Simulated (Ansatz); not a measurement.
LiTaO3:
```
LiTaO3
1.0
    2.56942     1.48345     4.58867
   -2.56942     1.48345     4.58867
    0.00000    -2.96691     4.58867
Li Ta O
2 2 6
Direct
  0.28213   0.28213   0.28213
  0.78213   0.78213   0.78213
  0.99905   0.99905   0.99905
  0.49905   0.49905   0.49905
  0.61726   0.22519   0.86456
  0.22519   0.86456   0.61726
  0.86456   0.61726   0.22519
  0.11726   0.36456   0.72519
  0.72519   0.11726   0.36456
  0.36456   0.72519   0.11726
```

Relaxed with PBEsol. Special points in fractions of this cell's reciprocal vectors: Γ (0.000, 0.000, 0.000); T (0.500, 0.500, 0.500); H2 (0.764, 0.236, 0.500); H0 (0.500, -0.236, 0.236); L (0.500, 0.000, 0.000); S0 (0.368, -0.368, 0.000); S2 (0.632, 0.000, 0.368); F (0.500, 0.000, 0.500).

Question: List the band energies nearest the valence-band maximum at these points for the program Ansatz at the PBEsol level (PAW).

Answer: In eV from the valence-band maximum; about four levels below and three above (degenerate sets whole), none deeper than 8.9 eV; points with the same levels are listed once.

```csv
k,below,above
Γ,-0.48 -0.48 -0.34 -0.03 -0.03,3.79 3.79 4.12
T,-0.31 -0.31 -0.31 -0.31,5.21 5.21 5.51 5.51 5.51 5.51
H2,-0.70 -0.70 -0.32 -0.32,4.38 4.38 5.23 5.23
L,-0.35 -0.35 -0.26 -0.26,4.64 4.64 5.30 5.30
S0,-0.84 -0.53 -0.44 -0.15,4.01 4.55 5.22
F,-0.89 -0.55 -0.43 -0.27,3.84 4.51 5.12
```

Space group R3c. Symmetry was held in the PBEsol relaxation. No spin polarisation was allowed. Scalar-relativistic: spin–orbit coupling is off unless named, which matters more the heavier the elements.

Potentials: the earlier of the program's two PAW sets. The files were generated under PBE; for other functionals the program regenerates the frozen cores, and for LDA and PBEsol the local potential too.
